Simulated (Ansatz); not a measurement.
Here is the system:

AlO₁₆Zn₁₅:
```
CELL_PARAMETERS angstrom
      6.46320     0.00000     0.00000
     -3.23160     5.59729     0.00000
      0.00000     0.00000    10.44013
ATOMIC_POSITIONS crystal
  Al 0.00000 0.00000 0.24962
  O  0.00000 0.00000 0.42111
  O  0.00000 0.00000 0.93953
  O  0.00035 0.50017 0.43745
  O  0.99757 0.49879 0.94111
  O  0.49983 0.99965 0.43745
  O  0.50121 0.00243 0.94111
  O  0.49983 0.50017 0.43745
  O  0.50121 0.49879 0.94111
  O  0.84720 0.15280 0.19499
  O  0.83396 0.16604 0.68692
  O  0.84720 0.69441 0.19499
  O  0.83396 0.66793 0.68692
  O  0.30559 0.15280 0.19499
  O  0.33207 0.16604 0.68692
  O  0.33333 0.66667 0.18700
  O  0.33333 0.66667 0.69068
  Zn 0.00000 0.00000 0.74966
  Zn 0.00324 0.50162 0.24979
  Zn 0.99888 0.49944 0.74965
  Zn 0.49838 0.99676 0.24979
  Zn 0.50056 0.00112 0.74965
  Zn 0.49838 0.50162 0.24979
  Zn 0.50056 0.49944 0.74965
  Zn 0.83278 0.16722 0.49908
  Zn 0.83391 0.16609 0.99830
  Zn 0.83278 0.66557 0.49908
  Zn 0.83391 0.66781 0.99830
  Zn 0.33443 0.16722 0.49908
  Zn 0.33219 0.16609 0.99830
  Zn 0.33333 0.66667 0.50190
  Zn 0.33333 0.66667 0.99666
```

This is the r²SCAN-relaxed structure.

Question: All from DFT-r²SCAN in the program Ansatz with PAW potentials, unless another level is named. Give the electronic character.

Answer: metallic (no gap).

Question: And the density of states at the Fermi level?

Answer: 0.04 states/eV per atom (mean over ±0.08 eV).

Question: Predict the formation energy from the elements (no fitted shifts).

Answer: -1.70 eV/atom.

Space group P3m1. The start of the workflow was typed in or built on a structure type; neither database checked (COD, Materials Project) lists it. Its standing as an ambient phase is unchecked. The cell was relaxed with r²SCAN under the symmetry of its start; its stability against distortions is not shown here. With an odd number of electrons in the cell and no spin polarisation, the count alone makes it a metal. The references are the lowest solids computed at this level, not always the standard phases (solids in place of the gases).

Potentials: the later of the program's two PAW sets.
